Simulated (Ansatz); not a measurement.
## Zone-centre modes in Rb3SbCl6

Computed with DFT PBEsol, scalar-relativistic, plane waves, PAW (Ansatz 0.2.0). Cutoff 420 eV, Γ-centred 4×4×4 k-points, Gaussian smearing of 0.05 eV. No spin polarisation.

The starting cell (relaxed at this level; it needn't be the usual structure):

```xyz
10
Lattice="0.0000 5.6602 5.6602 5.6602 0.0000 5.6602 5.6602 5.6602 0.0000" Properties=species:S:1:pos:R:3 pbc="T T T"
Rb    8.4904    8.4904    8.4904
Rb    2.8301    2.8301    2.8301
Rb    5.6602    5.6602    5.6602
Sb    0.0000    0.0000    0.0000
Cl    2.6275    5.6602    5.6602
Cl    5.6602    5.6602    2.6275
Cl    8.6930    5.6602    5.6602
Cl    5.6602    2.6275    5.6602
Cl    5.6602    8.6930    5.6602
Cl    5.6602    5.6602    8.6930
```

Harmonic modes by finite displacements of 0.02 Å, without the LO–TO term.

(1) At this geometry, is the structure stable against these modes?

(2) List the wavenumbers in cm⁻¹.

## Answers

(1) No: 9 modes are unstable, the strongest at 61i cm⁻¹.

(2) 61i, 61i, 61i, 45i, 45i, 45i, 36i, 36i, 36i, 0, 0, 0, 21, 21, 21, 61, 61, 61, 89, 89, 89, 131, 131, 131, 209, 209, 209, 233, 233, 277.

Cost: 1 run of about 1.8 core-minutes, on Arm Neoverse V2 (shared hosts).